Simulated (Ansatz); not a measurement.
Starting cell, CsSnI3 (cubic perovskite):

```
CELL_PARAMETERS angstrom
      6.27133     0.00000     0.00000
      0.00000     6.27133     0.00000
      0.00000     0.00000     6.27133
ATOMIC_POSITIONS crystal
  Cs 0.00000 0.00000 0.00000
  Sn 0.50000 0.50000 0.50000
  I  0.00000 0.50000 0.50000
  I  0.50000 0.50000 0.00000
  I  0.50000 0.00000 0.50000
```

Scan: atom 5 (I, nearest neighbour Sn at 3.136 Å; its periodic images, 6.3 Å or more away, move with it) is displaced along Cartesian [110], direction (0.707, 0.707, 0.000) in Cartesian axes, by s. The other atoms stay.

Method: PBE (plane waves to 420 eV, PAW, scalar-relativistic; Ansatz, a first-principles code). k mesh 5×5×5 (Γ-centred), Fermi-Dirac smearing 0.05 eV. The energy includes the smearing's −TS. CsSnI3 was relaxed with its symmetry unable to fall. Spin-orbit coupling is left out, though I is heavy. This is a high-temperature form of CsSnI3. ΔE is measured from the undisplaced structure.

| s (Å) | ΔE (meV/cell) |
|---|---|
| -0.940 | 840 |
| -0.752 | withheld |
| -0.564 | 199 |
| -0.376 | 70 |
| -0.188 | 14 |
| 0.000 | 0 |
| 0.188 | 14 |
| 0.376 | 70 |
| 0.564 | 199 |
| 0.752 | withheld |
| 0.940 | 840 |

**Question.** Fit an even polynomial form (powers 2, 4, 6) to the given rows and predict ΔE at s = -0.752.

**Answer.** Least squares on the 9 given rows: ΔE = (377.9)·s² + (852.9)·s⁴ + (-231.6)·s⁶, in meV/cell with s in Å; root-mean-square residual 0.2 meV/cell. At -0.752 the fit gives 445 meV/cell; the calculation gives 442 meV/cell, so the interpolation is off by 3 (+0.7 %). The quadratic term alone would give 214 meV/cell.

(For displaced atoms, the force is minus the slope of the energy, and its curvature is a force constant, which sets phonon frequencies.)
